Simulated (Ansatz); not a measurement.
SnO (zinc blende, space group No. 216) at seven volumes, the program Ansatz at the PBEsol level (PAW), scaled uniformly. One row is withheld.

```json
[
 {"V (Å³/atom)": "17.669", "P (GPa)": "?"},
 {"V (Å³/atom)": "18.251", "P (GPa)": "4.61"},
 {"V (Å³/atom)": "18.834", "P (GPa)": "2.13"},
 {"V (Å³/atom)": "19.416", "P (GPa)": "0.00"},
 {"V (Å³/atom)": "19.999", "P (GPa)": "-1.84"},
 {"V (Å³/atom)": "20.581", "P (GPa)": "-3.45"},
 {"V (Å³/atom)": "21.164", "P (GPa)": "-4.86"}
]
```

Fit the shown pressures and predict the withheld one.

Third-order Birch–Murnaghan: P = (3/2)B₀(x^(7/2) − x^(5/2))[1 + (3/4)(B′ − 4)(x − 1)] with x = (V₀/V)^(2/3). Least squares on the six rows gives V₀ = 19.417 Å³/atom, B₀ = 66.21 GPa, B′ = 3.74. At V = 17.669, x = 1.0649 and P = 7.45 GPa. The run itself gave 7.53 GPa.

Space group F-43m (zinc blende). The start of the workflow was typed in or built on a structure type; neither database checked (COD, Materials Project) lists it. It is not the phase usual at ambient conditions (space group No. 129). Symmetry was held in the PBEsol relaxation. At this level the phase is mechanically unstable. The volume moved by 16 % from the start of the relaxation. Scalar-relativistic: spin–orbit coupling is off unless named, which matters more the heavier the elements.

Potentials: the earlier of the program's two PAW sets. The files were generated under PBE; for other functionals the program regenerates the frozen cores, and for LDA and PBEsol the local potential too.
